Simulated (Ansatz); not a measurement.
Relaxed ZrC (rock salt):

```
CELL_PARAMETERS angstrom
      0.00000     4.70874     4.70874
      2.35437     0.00000     2.35437
      2.35437     2.35437     0.00000
ATOMIC_POSITIONS crystal
  C  0.00000 0.00000 0.00000
  C  0.50000 0.00000 0.00000
  Zr 0.25000 0.50000 0.50000
  Zr 0.75000 0.50000 0.50000
```

In each cell atom 4 (Zr, nearest neighbour C at 2.354 Å; its periodic images, 3.3 Å or more away, move with it) moves by s·(1.000, 0.000, 0.000) (along Cartesian x), the rest being held.

Level of theory: PBE (plane waves to 420 eV, PAW, scalar-relativistic; Ansatz, a quantum-chemistry and plane-wave program). k mesh 7×14×14 (Γ-centred), Fermi-Dirac smearing 0.05 eV. Energies are smeared free energies. With partly filled bands, energies and forces of such displacements shift with the k mesh and the smearing. F∥ is the force on the atom along that direction. ZrC is run without spin polarisation. ZrC was relaxed with its symmetry unable to fall. ΔE is measured from the undisplaced structure.

```
s (Å)   F∥ (eV/Å)  ΔE (meV/cell)
------  ---------  -------------
-0.240      3.487     (withheld)
-0.192      2.672            246
-0.144      1.935            136
-0.096      1.257             60
-0.048      0.620     (withheld)
0.000       0.000              0
0.048      -0.620     (withheld)
0.096      -1.257             60
0.144      -1.935            136
0.192      -2.672            246
0.240      -3.487     (withheld)
```

Task: Complete the blanks.

Result: 
- -0.240, ΔE (meV/cell): 394
- -0.048, ΔE (meV/cell): 15
- 0.048, ΔE (meV/cell): 15
- 0.240, ΔE (meV/cell): 394

(A displaced cell: forces are minus the slopes of the energy, force constants its curvatures, and phonons follow from these.)
